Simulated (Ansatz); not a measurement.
SiS$_{2}$ in space group P3_221 (No. 154; Si on 3a, S on 6c), r²SCAN (plane waves, PAW; program Ansatz), all energies at zero smearing, with the estimated change up to a 700 eV cutoff added, with one set of potentials and settings (totals compare only within such a set). Cell of 9 atoms (3 Si, 6 S): -7357.695 eV.

```json
[
 {"element": "Si", "reference phase": "Fd-3m, 2 atoms in the cell", "E (eV/atom)": "-639.0665"},
 {"element": "S", "reference phase": "P2/c, 32 atoms in the cell", "E (eV/atom)": "-905.8150"}
]
```

Formation energy per atom, worked out: (-7357.695 − 3×(-639.0665) − 6×(-905.8150))/9 = -0.623 eV/atom (-60 kJ per mol of atoms), at 0 K, without zero-point energy or fitted corrections.

The start of the workflow was typed in or built on a structure type; neither database checked (COD, Materials Project) lists it. COD files the formula under space group No. 72, 122. Whether it is the stable phase at ambient conditions was not checked. Symmetry was held in the r²SCAN relaxation; whether a distortion lowers the energy is not shown. The volume moved by -22 % from the start of the relaxation. The references are the lowest solids computed at this level, not always the standard phases.

Potentials: the earlier of the program's two PAW sets. The files were generated under PBE; for other functionals the program regenerates the frozen cores, and for LDA and PBEsol the local potential too.
